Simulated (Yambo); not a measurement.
G0W0@LDA for MgO (rock salt, space group Fm-3m, No. 225) in Yambo. Reference settings: 6×6×6 Γ-centred k mesh, bands 2 to 71 and a 14 Ry block in the screening, 71 bands in G with the Bruneval-Gonze terminator, plasmon pole fitted at 27.2 eV. The LDA gap Γ → Γ on this mesh is 5.07 eV; G0W0 gaps are taken between the same points.

The settings were changed. The gap went from 7.88 eV to 7.94 eV, and the shift of the valence edge from -1.55 eV to -1.38 eV.

Q: What was changed between the two runs?
(A) 15 bands in W, 15 bands in G, 2 Ry block
(B) 4×4×4 mesh
(C) 15 bands in W, 15 bands in G, 5 Ry block
(D) 25 bands in W, 25 bands in G

A: D, 25 bands in W, 25 bands in G. The others gave (gap, valence shift): 4×4×4 mesh: 7.89, -1.52 eV; 15 bands in W, 15 bands in G, 2 Ry block: 7.81, -1.12 eV; 15 bands in W, 15 bands in G, 5 Ry block: 7.83, -1.08 eV.

Geometry relaxed with LDA; primitive cell a = b = c = 2.941 Å, α = β = γ = 60.00°.

A shift is the quasiparticle energy of the state minus its LDA energy.
